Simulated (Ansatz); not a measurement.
TiS2:
```cif
data_S6Ti3
_chemical_formula_sum 'Ti3 S6'
_space_group_name_H-M_alt 'P 1'
_space_group_IT_number 1
_cell_length_a 3.36024
_cell_length_b 3.36024
_cell_length_c 16.57216
_cell_angle_alpha 90.000
_cell_angle_beta 90.000
_cell_angle_gamma 120.000
loop_
_space_group_symop_operation_xyz
  'x, y, z'
loop_
_atom_site_label
_atom_site_type_symbol
_atom_site_fract_x
_atom_site_fract_y
_atom_site_fract_z
_atom_site_occupancy
Ti1 Ti 0.00000 0.00000 0.50000 1
Ti2 Ti 0.00000 0.00000 0.83331 1
Ti3 Ti 0.00000 0.00000 0.16669 1
S1 S 0.33333 0.66667 0.58617 1
S2 S 0.33333 0.66667 0.91949 1
S3 S 0.33333 0.66667 0.25286 1
S4 S 0.66667 0.33333 0.74714 1
S5 S 0.66667 0.33333 0.08051 1
S6 S 0.66667 0.33333 0.41383 1
```

Relaxed with PBE+D3(BJ).

Question: Which orbitals make up the states near the Fermi level in the program Ansatz at the PBE+D3(BJ) level (PAW)?

Answer: Within 0.5 eV of the Fermi level: Ti 3d 58 %, S 3p 37 %. Projections are on Löwdin-orthogonalised atomic valence shells; empty p or d shells of many metals are not among them.

Question: Tabulate the density of states.

Answer: States/eV per cell of 9 atoms, in 0.25 eV bins, energy from the Fermi level.

| E (eV) | total | S 3p | Ti 3d | S 3s |
|---|---|---|---|---|
| -7.85 | 0.00 | 0.00 | 0.00 | 0.00 |
| -7.60 | 0.00 | 0.00 | 0.00 | 0.00 |
| -7.35 | 0.00 | 0.00 | 0.00 | 0.00 |
| -7.10 | 0.00 | 0.00 | 0.00 | 0.00 |
| -6.85 | 0.00 | 0.00 | 0.00 | 0.00 |
| -6.60 | 0.00 | 0.00 | 0.00 | 0.00 |
| -6.35 | 0.00 | 0.00 | 0.00 | 0.00 |
| -6.10 | 0.00 | 0.00 | 0.00 | 0.00 |
| -5.85 | 0.00 | 0.00 | 0.00 | 0.00 |
| -5.60 | 0.36 | 0.26 | 0.06 | 0.01 |
| -5.35 | 3.23 | 2.33 | 0.55 | 0.05 |
| -5.10 | 4.17 | 3.04 | 0.70 | 0.09 |
| -4.85 | 6.56 | 4.93 | 1.11 | 0.13 |
| -4.60 | 11.55 | 9.16 | 1.75 | 0.17 |
| -4.35 | 6.97 | 5.44 | 1.13 | 0.15 |
| -4.10 | 5.01 | 3.80 | 0.84 | 0.15 |
| -3.85 | 4.29 | 3.19 | 0.64 | 0.20 |
| -3.60 | 5.01 | 3.55 | 0.93 | 0.24 |
| -3.35 | 6.77 | 4.75 | 1.51 | 0.22 |
| -3.10 | 9.11 | 6.58 | 2.09 | 0.15 |
| -2.85 | 16.81 | 11.11 | 5.08 | 0.26 |
| -2.60 | 14.67 | 9.22 | 4.92 | 0.27 |
| -2.35 | 7.68 | 5.58 | 1.66 | 0.24 |
| -2.10 | 7.05 | 5.40 | 1.26 | 0.21 |
| -1.85 | 7.14 | 5.63 | 1.15 | 0.18 |
| -1.60 | 7.83 | 6.37 | 1.14 | 0.14 |
| -1.35 | 7.62 | 6.25 | 1.09 | 0.11 |
| -1.10 | 4.68 | 3.72 | 0.80 | 0.07 |
| -0.85 | 2.97 | 2.32 | 0.57 | 0.04 |
| -0.60 | 2.06 | 1.61 | 0.40 | 0.02 |
| -0.35 | 1.45 | 1.18 | 0.24 | 0.01 |
| -0.10 | 1.11 | 0.78 | 0.30 | 0.01 |
| 0.15 | 2.29 | 0.53 | 1.64 | 0.04 |
| 0.40 | 4.47 | 0.85 | 3.38 | 0.08 |
| 0.65 | 8.73 | 1.40 | 6.96 | 0.11 |
| 0.90 | 6.39 | 1.10 | 5.08 | 0.05 |
| 1.15 | 4.52 | 0.93 | 3.47 | 0.01 |
| 1.40 | 6.97 | 1.82 | 4.99 | 0.04 |
| 1.65 | 16.94 | 2.51 | 14.17 | 0.07 |
| 1.90 | 14.23 | 2.09 | 11.74 | 0.06 |
| 2.15 | 7.35 | 1.37 | 5.76 | 0.03 |
| 2.40 | 0.00 | 0.00 | 0.00 | 0.00 |
| 2.65 | 0.00 | 0.00 | 0.00 | 0.00 |
| 2.90 | 3.57 | 0.99 | 2.22 | 0.18 |
| 3.15 | 11.00 | 3.68 | 6.35 | 0.35 |
| 3.40 | 10.88 | 4.13 | 5.96 | 0.26 |
| 3.65 | 8.20 | 3.12 | 4.44 | 0.26 |
| 3.90 | 7.89 | 2.71 | 4.34 | 0.38 |
| 4.15 | 4.56 | 1.51 | 2.52 | 0.28 |
| 4.40 | 1.88 | 0.61 | 1.05 | 0.14 |
| 4.65 | 0.00 | 0.00 | 0.00 | 0.00 |

Space group P-3m1 (CdI2 type). The cell was relaxed with PBE+D3(BJ) under the symmetry of its start. The run is not spin-polarised.

Potentials: the earlier of the program's two PAW sets.
